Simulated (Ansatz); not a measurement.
Input and command of a calculation in Ansatz (plane waves; scalar-relativistic PAW potentials unless the input names others):

```yaml
crystal:
  lattice:
    - [0.0, 4.4729844814, 4.4729844814]
    - [4.4729844814, 0.0, 4.4729844814]
    - [4.4729844814, 4.4729844814, 0.0]
  atoms:
    - { symbol: Cs, position: [0.0, 0.0, 0.0] }
    - { symbol: Cs, position: [0.25, 0.25, 0.25] }
    - { symbol: Ga, position: [0.625, 0.625, 0.625] }
    - { symbol: Ga, position: [0.125, 0.625, 0.625] }
    - { symbol: Ga, position: [0.625, 0.625, 0.125] }
    - { symbol: Ga, position: [0.625, 0.125, 0.625] }
basis:
  ecutwfc: "500 eV"
kpoints:
  mp_grid: { grid: [8, 8, 8] }
hamiltonian:
  xc: pbe
scf:
  occupations: { method: gaussian, width: 0.1 }
output:
  forces: true
  eigenvalues: true
  stress: true
```

```bash
ansatz run input.yaml --threads 1 --pin off --max-ram 2560MiB --backend cpu --events-out ev --progress --plain --runs-dir out
```

Abridged log:
```
Basis set: ecut = 500 eV, 4573 PW (Γ), exchange–correlation on 96×96×96 points (8 copies of the dense FFT grid, shifted against one another)
Bands: 42, of which v1, the nominal top of the filled ones, is band 35 counted from 1 (34 counted from 0)
Symmetry: 48 space group operations
k-points: 29 of 512
SCF iter   1: F=—  HF=-26472.853941 eV  |F-HF|=—  |Δ(HF+E_count)|=         —  Δρ=1.72e-3  dr2=6.51e-3  ethr=1.77e-3  ⟨swp⟩=9.4  Hψ=5217  notcnv=0
SCF iter   2: F=—  HF=-26472.853063 eV  |F-HF|=—  |Δ(HF+E_count)|=   8.77e-4  Δρ=1.06e-3  dr2=2.75e-3  ethr=9.30e-6  ⟨swp⟩=2.0  Hψ=2435  notcnv=0
SCF iter   3: F=—  HF=-26472.852629 eV  |F-HF|=—  |Δ(HF+E_count)|=   4.35e-4  Δρ=3.78e-4  dr2=2.69e-4  ethr=3.92e-6  ⟨swp⟩=2.0  Hψ=2142  notcnv=0
SCF iter   4: F=—  HF=-26472.852583 eV  |F-HF|=—  |Δ(HF+E_count)|=   4.61e-5  Δρ=2.37e-4  dr2=8.28e-5  ethr=3.84e-7  ⟨swp⟩=2.0  Hψ=2124  notcnv=0
SCF iter   5: F=—  HF=-26472.852455 eV  |F-HF|=—  |Δ(HF+E_count)|=   1.28e-4  Δρ=6.28e-5  dr2=7.59e-6  ethr=1.18e-7  ⟨swp⟩=2.0  Hψ=2146  notcnv=0
SCF iter   6: F=—  HF=-26472.852459 eV  |F-HF|=—  |Δ(HF+E_count)|=   3.56e-6  Δρ=1.09e-5  dr2=3.19e-7  ethr=1.08e-8  ⟨swp⟩=2.0  Hψ=1780  notcnv=0
SCF iter   7: F=-26472.852459 eV  HF=-26472.852459 eV  |F-HF|=8.08e-9  |Δ(HF+E_count)|=   9.77e-8  Δρ=4.57e-6  dr2=2.71e-8  ethr=1.43e-10  ⟨swp⟩=8.3  Hψ=5357  notcnv=0
SCF 1 converged in 7 iterations: F = -26472.852459 eV  dr2 = 2.71e-8
SCF converged after 7 iterations
Free energy (F): -26472.852459 eV
Harris-Foulkes:  -26472.852459 eV  (|F-HF|=8.08e-9)
Internal energy: -26472.824597 eV  (E = F + TS)
E sigma→0 (E₀):  -26472.838528 eV
Entropy (-TS):   -0.027862 eV (-4.644 meV/atom)
Fermi energy:    7.333271 eV
--- Forces (eV/Å), atoms counted from 1 ---
  atom   1  Cs     0.00000000     0.00000000     0.00000000
  atom   2  Cs     0.00000000     0.00000000     0.00000000
  atom   3  Ga     0.00000000     0.00000000     0.00000000
  atom   4  Ga     0.00000000     0.00000000     0.00000000
  atom   5  Ga     0.00000000     0.00000000     0.00000000
  atom   6  Ga     0.00000000     0.00000000     0.00000000
--- Stress (GPa, compression-positive) ---
       -0.001304       0.000000       0.000000
        0.000000      -0.001304       0.000000
        0.000000       0.000000      -0.001304
  P = ⅓ Tr σ = -0.0013 GPa (-0.013 kbar)
```

Apart from outputs, empty bands and the relaxation, which only the reference makes, the input differs from a reference run on usual settings in basis.ecutwfc: 420 → "500 eV". The reference, at the same geometry, ended its own course with pressure 0.00 GPa, largest force 0.000 eV/Å, no gap on the mesh. This run converged in 7 SCF iterations with an energy at zero smearing 0.82 meV/atom below the reference's, pressure 0.00 GPa, largest force 0.000 eV/Å, no gap on the mesh.

It took 36 s on 1 thread of Intel(R) Xeon(R) Platinum 8259CL CPU @ 2.50GHz (Skylake/Cascade Lake), on a shared host, peak memory 0.63 GiB.